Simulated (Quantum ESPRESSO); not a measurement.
# Planted mistakes on one cell of Mg2AlO3Cl

These are calculations, not measurements. They come from pw.x of Quantum ESPRESSO 7.5, a plane-wave density functional program, with PseudoDojo standard norm-conserving files (v0.5 for PBE, v0.4.1 for LDA and PBEsol). The cells are made up: elements, strain and atom displacements were drawn at random, and nothing was relaxed. There is no spin polarisation, spin-orbit coupling or dispersion term.

The cell has 8 sites of a rocksalt lattice. Sites 1 to 4 hold Mg empty Al Mg; sites 5 to 8 hold O O O Cl. Cell vectors in Å: (4.256, 0.000, 0.000); (0.000, 4.256, 0.000); (0.000, 0.000, 4.256). Settings: PBE, cutoff 1143 eV, 4 x 4 x 4 k mesh shifted by half a step, Fermi-Dirac smearing of 0.025 eV.

The intended run has a self-consistency threshold of 1e-07 eV, a smearing term of 0.000 eV, a pressure of 7.58 GPa and 11 iterations. Each further run changes one thing: all lengths scaled by 0.9884; atoms of sites 5 and 8 exchanged; cutoff 573 eV; files of PBEsol; k mesh 1 x 1 x 1; one electron removed; smearing 0.88 eV; threshold 0.03 eV. A coarse mesh keeps the shift, and a charged cell sits in a uniform background.

| run | change of free energy (eV) | smearing term -TS (eV) | change of P (GPa) | largest change of a force component (eV/Å) | iterations |
| --- | --- | --- | --- | --- | --- |
| A | 4.978 | 0.000 | 7.62 | 1.327 | 12 |
| B | -7.457 | -0.013 | -24.55 | 0.057 | 14 |
| C | 0.004 | 0.000 | 2.25 | 0.015 | 5 |
| D | -0.429 | -1.525 | 3.97 | 0.082 | 11 |
| E | 9.793 | 0.000 | -4.21 | 0.019 | 11 |
| F | 29.760 | 0.000 | -235.99 | 0.140 | 11 |
| G | 2.267 | 0.000 | 1.47 | 0.193 | 11 |
| H | 0.173 | 0.000 | 5.89 | 0.125 | 11 |

A rerun of the intended cell at 1437 eV and k mesh 6 x 6 x 6 moved values by no more than 0.002 eV in the cell's energy, 0.04 GPa in stress and 0.004 eV/Å in force.

Question: which change belongs to which run?

## Worked reading

Run C has the fewest iterations, as a run stopped early does. Run D has the largest smearing term, as wide smearing gives. Run F has a higher energy and the largest fall in pressure, as too small a basis gives. Run H changes the volume by a factor of 0.9656; minus its pressure change over the logarithm of that factor, 168 GPa, is a rough bulk modulus with clamped atoms. Energies from files of another functional, or of a charged cell, have another zero and say nothing on stability; the pressure of a charged cell rests on the program's zero of potential too.

## Key

| run | change |
| --- | --- |
| A | atoms of sites 5 and 8 exchanged |
| B | one electron removed |
| C | threshold 0.03 eV |
| D | smearing 0.88 eV |
| E | files of PBEsol |
| F | cutoff 573 eV |
| G | k mesh 1 x 1 x 1 |
| H | all lengths scaled by 0.9884 |